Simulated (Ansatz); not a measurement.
BaHfO₃:
```xyz
5
Lattice="4.2063 0.0000 0.0000 0.0000 4.2063 0.0000 0.0000 0.0000 4.2063" Properties=species:S:1:pos:R:3 pbc="T T T"
Ba     0.0000     0.0000     0.0000
Hf     2.1031     2.1031     2.1031
O      0.0000     2.1031     2.1031
O      2.1031     2.1031     0.0000
O      2.1031     0.0000     2.1031
```

Relaxed with PBE.

### Question
Map the electron localisation function on the plane through (0.000, 0.000, 0.000) spanned by u = [1, 0, 0] and v = [0, 1, 1] in lattice vectors, from DFT-PBE in the program Ansatz with PAW potentials.

### Answer
x is the fraction of u, y of v (the angle between them is 90°; rows are the nearest grid lines); atoms in the plane: Ba at (0.00, 0.00), Hf at (0.50, 0.50), O at (0.00, 0.50).
```
y \ x   0.000  0.0952  0.190  0.286  0.381  0.476  0.524  0.619  0.714  0.810  0.905   1.00
------  -----  ------  -----  -----  -----  -----  -----  -----  -----  -----  -----  -----
1.00    0.000   0.194  0.876  0.715  0.068  0.011  0.011  0.068  0.715  0.876  0.194  0.000
0.933   0.176   0.647  0.881  0.571  0.040  0.017  0.017  0.040  0.571  0.881  0.647  0.176
0.833   0.858   0.815  0.501  0.066  0.043  0.059  0.059  0.043  0.066  0.501  0.815  0.858
0.767   0.189   0.136  0.053  0.038  0.065  0.074  0.074  0.065  0.038  0.053  0.136  0.189
0.700   0.206   0.169  0.084  0.042  0.051  0.071  0.071  0.051  0.042  0.084  0.169  0.206
0.600   0.820   0.814  0.474  0.120  0.621  0.808  0.808  0.621  0.120  0.474  0.814  0.820
0.533   0.421   0.779  0.600  0.285  0.838  0.806  0.806  0.838  0.285  0.600  0.779  0.421
0.467   0.421   0.779  0.600  0.285  0.838  0.806  0.806  0.838  0.285  0.600  0.779  0.421
0.400   0.820   0.814  0.474  0.120  0.621  0.808  0.808  0.621  0.120  0.474  0.814  0.820
0.300   0.206   0.169  0.084  0.042  0.051  0.071  0.071  0.051  0.042  0.084  0.169  0.206
0.233   0.189   0.136  0.053  0.038  0.065  0.074  0.074  0.065  0.038  0.053  0.136  0.189
0.167   0.858   0.815  0.501  0.066  0.043  0.059  0.059  0.043  0.066  0.501  0.815  0.858
0.0667  0.176   0.647  0.881  0.571  0.040  0.017  0.017  0.040  0.571  0.881  0.647  0.176
0.000   0.000   0.194  0.876  0.715  0.068  0.011  0.011  0.068  0.715  0.876  0.194  0.000
```

The density is the valence pseudo-density with augmentation charge, so density and ELF within about 1 Å of a nucleus are not all-electron values.

Space group Pm-3m (cubic perovskite). The PBE relaxation kept the symmetry of its start; phonons on a q-mesh show no instability. The run is not spin-polarised. Spin–orbit coupling is left out wherever it is not named.

Potentials: the later of the program's two PAW sets.
